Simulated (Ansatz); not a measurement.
BeS:
Space group P6₄22 (No. 181); a = b = 3.399 Å, c = 7.672 Å, α = β = 90.00°, γ = 120.00°

```csv
atom,site,symmetry,x,y,z
Be,3c,222,0.5000,0.0000,0.0000
S,3d,222,0.5000,0.0000,0.5000
```

Relaxed with LDA.

Problem. Give the optical modes at the zone centre with their infrared and Raman activity from DFPT, DFT-LDA in the program Ansatz with PAW potentials.

Solution. Transverse frequencies, without the LO–TO term; a row sums one degenerate level.

| ω (cm⁻¹) | degeneracy | IR ((D/Å)²/amu) | Raman (Å⁴/amu) | activity | symmetry |
|---|---|---|---|---|---|
| 199 | 2 | 0.94 | 1.1 | IR+Raman | E1 |
| 201 | 1 | 0.00 | 0 | silent | B2 |
| 212 | 1 | 0.00 | 0 | silent | B1 |
| 326 | 1 | 0.00 | 0 | silent | B1 |
| 334 | 2 | 0.00 | 24 | Raman | E2 |
| 421 | 2 | 9.33 | 630 | IR+Raman | E1 |
| 507 | 1 | 33.06 | 0 | IR | A2 |
| 532 | 2 | 58.24 | 68 | IR+Raman | E1 |
| 552 | 1 | 0.00 | 0 | silent | B2 |
| 641 | 2 | 0.00 | 170 | Raman | E2 |

Problem. How high does the top mode go among those that the LO–TO term moves?

Solution. 641 cm⁻¹ for q along x, 641 cm⁻¹ for q along y, 615 cm⁻¹ for q along z.

Space group P6_422. The start of the workflow was typed in or built on a structure type; neither database checked (COD, Materials Project) lists it. COD files the formula under space group No. 216. Whether it is the stable phase at ambient conditions was not checked. The cell was relaxed with LDA under the symmetry of its start; its stability against distortions is not shown here.

Potentials: the earlier of the program's two PAW sets. The files were generated under PBE; for other functionals the program regenerates the frozen cores, and for LDA and PBEsol the local potential too.
